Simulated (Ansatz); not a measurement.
Theory: DFT PBE, scalar-relativistic, plane waves, PAW (Ansatz). All cells share a 420 eV cutoff and Γ-centred k meshes spaced at most about 0.3 Å⁻¹ (about 0.25 or finer for metals, 2π included). No spin polarisation in the final relaxations.

These are static total energies at zero pressure.

Two relaxed structures of ScGaS:

A.

Space group P4/nmm:1 (No. 129). a = 4.786 Å, b = 4.786 Å, c = 6.034 Å, α = 90.00°, β = 90.00°, γ = 90.00°
| atom | site | symmetry | x | y | z |
| --- | --- | --- | --- | --- | --- |
| Sc | 2b | -4m2 | 0.0000 | 0.0000 | 0.5000 |
| Ga | 2a | -4m2 | 0.0000 | 0.0000 | 0.0000 |
| S | 2c | 4mm | 0.0000 | 0.5000 | 0.6294 |

B.

Space group P-6m2 (No. 187). a = 4.570 Å, b = 4.570 Å, c = 3.308 Å, α = 90.00°, β = 90.00°, γ = 120.00°
```tsv
atom	site	symmetry	x	y	z
Sc	1b	-6m2	0.0000	0.0000	0.5000
Ga	1d	-6m2	0.3333	0.6667	0.5000
S	1e	-6m2	0.6667	0.3333	0.0000
```

Problem. Which is lower in energy, and by how much?

Solution. A is lower, by 0.69 eV/atom. A has space group P4/nmm (No. 129), 23.0 Å³/atom and no gap on its mesh; B has space group P-6m2 (No. 187), 19.9 Å³/atom and no gap. Counting S atoms around Ga and Sc (those within 1.25 times the shortest such distance or 1.15 times the sum of covalent radii, 1.27 where that leaves under three; the shortest distance is added where it exceeds 1.18 times the sum of covalent radii), A has Sc 4, Ga 4 from 3.3 Å and B has Sc 6, Ga 6 from 3.1 Å. The lower one is the more open, so pressure narrows the difference. In A, Sc is surrounded by 4 S at 2.52 Å, 2 Ga at 3.02 Å and 4 Sc at 3.38 Å; around Ga lie 2 Sc at 3.02 Å, 4 S at 3.28 Å and 4 Ga at 3.38 Å; around S lie 4 Sc at 2.52 Å and 4 Ga at 3.28 Å. In B, Sc is surrounded by 3 Ga at 2.64 Å, 6 S at 3.11 Å and 2 Sc at 3.31 Å; around Ga lie 3 Sc at 2.64 Å, 6 S at 3.11 Å and 2 Ga at 3.31 Å; S has 6 Ga at 3.11 Å, 6 Sc at 3.11 Å and 2 S at 3.31 Å. Both come from invented guesses. A third cell relaxed alike, in P4/nmm, lies 0.34 eV/atom below the lower of the two.

Cells relaxed within their symmetry can be saddle points.
